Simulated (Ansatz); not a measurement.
Ag:
```
Ag
1.0
    2.90747     0.00000     0.00000
   -1.45374     2.51794     0.00000
    0.00000     0.00000     9.46223
Ag
4
Direct
  0.00000   0.00000   0.00000
  0.00000   0.00000   0.50000
  0.33333   0.66667   0.25000
  0.66667   0.33333   0.75000
```

Relaxed with r²SCAN. Special points in fractions of this cell's reciprocal vectors: Γ (0.000, 0.000, 0.000); M (0.500, 0.000, 0.000); K (0.333, 0.333, 0.000); A (0.000, 0.000, 0.500); L (0.500, 0.000, 0.500); H (0.333, 0.333, 0.500).

Question: List the band energies nearest the Fermi level at these points for DFT-r²SCAN in the program Ansatz with PAW potentials.

Answer: In eV from the Fermi level; about four levels below and three above (degenerate sets whole), none deeper than 8.9 eV; points with the same levels are listed once.

```csv
k,below,above
Γ,-3.69 -3.69 -3.30 -3.30 -0.20,3.71 11.53 11.55
M,-3.11 -3.11 -3.08 -0.06,0.91 1.07 1.65
K,-3.51 -3.43 -3.43 -3.34,3.24 3.26 3.26
A,-3.46 -3.46 -3.46 -3.46 -2.40 -2.40,6.73 6.73 15.80 15.80
L,-3.24 -3.24 -3.12 -3.12,0.34 0.34 1.50 1.50
H,-3.42 -3.42 -3.30 -3.30,3.60 3.60 3.63 3.63
```

Space group P6_3/mmc (dhcp (α-La type)). The first step of the workflow began from a Materials Project structure, measured or hypothetical; the Crystallography Open Database files this formula in space group No. 194, but the cells were not matched. It is not the phase usual at ambient conditions (space group No. 225). The r²SCAN relaxation kept the symmetry of its start; its stability against distortions is not shown here. The run is not spin-polarised. Scalar-relativistic: spin–orbit coupling is off unless named, which matters more the heavier the elements.

Potentials: the later of the program's two PAW sets.
